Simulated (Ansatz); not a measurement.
SnMo3N:
Space group Pm-3m (No. 221); a = b = c = 4.180 Å, α = β = γ = 90.00°

| atom | site | symmetry | x | y | z |
|---|---|---|---|---|---|
| Sn | 1a | m-3m | 0.0000 | 0.0000 | 0.0000 |
| Mo | 3c | 4/mm.m | 0.0000 | 0.5000 | 0.5000 |
| N | 1b | m-3m | 0.5000 | 0.5000 | 0.5000 |

Relaxed with PBE.

**Question.** Which orbitals make up the states near the Fermi level in PBE in the plane-wave PAW code Ansatz?

**Answer.** Within 0.5 eV of the Fermi level: Mo 4d 91 %. Projections are on Löwdin-orthogonalised atomic valence shells; empty p or d shells of many metals are not among them.

**Question.** Tabulate the density of states.

**Answer.** States/eV per cell of 5 atoms, in 0.25 eV bins, energy from the Fermi level.

```csv
E (eV),total,Mo 4d,N 2p,Sn 5p
-7.85,1.92,0.74,0.94,0.03
-7.60,2.20,0.83,1.09,0.04
-7.35,2.23,0.82,1.15,0.04
-7.10,2.24,0.78,1.20,0.04
-6.85,1.79,0.59,0.98,0.04
-6.60,1.68,0.54,0.93,0.05
-6.35,1.73,0.56,0.95,0.05
-6.10,1.93,0.64,1.04,0.08
-5.85,2.29,0.78,1.19,0.11
-5.60,1.84,0.61,1.03,0.06
-5.35,2.25,0.74,1.15,0.16
-5.10,2.04,0.72,0.74,0.33
-4.85,2.79,1.15,0.46,0.78
-4.60,2.13,0.92,0.23,0.70
-4.35,2.93,1.47,0.09,1.06
-4.10,3.80,2.19,0.09,1.23
-3.85,5.82,3.92,0.16,1.49
-3.60,4.66,3.08,0.08,1.30
-3.35,2.33,1.62,0.04,0.58
-3.10,1.91,1.49,0.05,0.31
-2.85,1.78,1.57,0.05,0.11
-2.60,1.92,1.80,0.05,0.02
-2.35,2.37,2.23,0.04,0.03
-2.10,3.08,2.93,0.04,0.04
-1.85,2.98,2.84,0.03,0.05
-1.60,3.21,2.92,0.12,0.06
-1.35,9.70,8.20,0.51,0.46
-1.10,4.22,3.52,0.12,0.31
-0.85,2.75,2.21,0.10,0.30
-0.60,3.01,2.50,0.10,0.23
-0.35,3.06,2.66,0.08,0.09
-0.10,2.42,2.20,0.03,0.04
0.15,4.48,4.21,0.04,0.06
0.40,5.40,5.01,0.04,0.08
0.65,7.06,6.32,0.03,0.17
0.90,1.70,1.50,0.02,0.08
1.15,3.06,2.37,0.24,0.15
1.40,3.96,2.85,0.32,0.21
1.65,2.58,1.84,0.31,0.13
1.90,3.57,2.72,0.30,0.15
2.15,2.88,2.28,0.16,0.15
2.40,5.07,3.51,0.29,0.31
2.65,6.45,4.77,0.36,0.62
2.90,5.68,4.22,0.39,0.70
3.15,1.76,1.08,0.14,0.40
3.40,1.90,0.91,0.17,0.54
3.65,2.00,0.86,0.17,0.65
3.90,1.83,0.72,0.13,0.61
4.15,2.48,0.92,0.16,0.65
4.40,3.25,1.28,0.32,0.67
4.65,4.19,1.48,0.35,0.76
```

The start of the workflow was typed in or built on a structure type; neither database checked (COD, Materials Project) lists it. Whether it is the stable phase at ambient conditions was not checked. Symmetry was held in the PBE relaxation; its stability against distortions is not shown here. The workflow began spin-polarised and lost its moments. The volume moved by 16 % from the start of the relaxation. Spin–orbit coupling is left out wherever it is not named.

Potentials: the earlier of the program's two PAW sets.
